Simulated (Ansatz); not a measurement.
AlN:
```
CELL_PARAMETERS angstrom
      2.83285     0.00000     0.00000
     -1.41642     2.45332     0.00000
      0.00000     0.00000     4.84096
ATOMIC_POSITIONS crystal
  Al 0.00000 0.00000 0.00000
  Al 0.00000 0.00000 0.50000
  N  0.33333 0.66667 0.25000
  N  0.66667 0.33333 0.75000
```

Relaxed with r²SCAN. Special points in fractions of this cell's reciprocal vectors: Γ (0.000, 0.000, 0.000); M (0.500, 0.000, 0.000); K (0.333, 0.333, 0.000); A (0.000, 0.000, 0.500); L (0.500, 0.000, 0.500); H (0.333, 0.333, 0.500).

Task: List the band energies nearest the valence-band maximum at these points for plane-wave PAW r²SCAN (Ansatz code).

Result: In eV from the valence-band maximum; about four levels below and three above (degenerate sets whole), none deeper than 8.9 eV; points with the same levels are listed once.

| k | below | above |
|---|---|---|
| Γ | -0.92 -0.92 -0.58 0.00 0.00 | 5.91 7.08 9.61 |
| M | -5.17 -3.11 -2.65 -1.17 | 6.05 7.22 7.39 |
| K | -5.02 -5.02 -4.86 -3.91 -3.91 | 6.20 10.91 10.91 |
| A | -0.47 -0.47 -0.47 -0.47 | 7.36 7.36 11.38 11.38 |
| L | -2.78 -2.78 -1.99 -1.99 | 6.44 6.44 7.85 7.85 |
| H | -6.30 -6.30 -1.71 -1.71 | 7.30 7.30 9.96 9.96 |

Space group P6_3/mmc (NiAs type). The cell is a constructed one: a structure type filled with these elements; the Crystallography Open Database copy checked does not list it. It is not the phase usual at ambient conditions (space group No. 186, 216). The cell was relaxed with r²SCAN under the symmetry of its start; its stability against distortions is not shown here.

Potentials: the later of the program's two PAW sets.
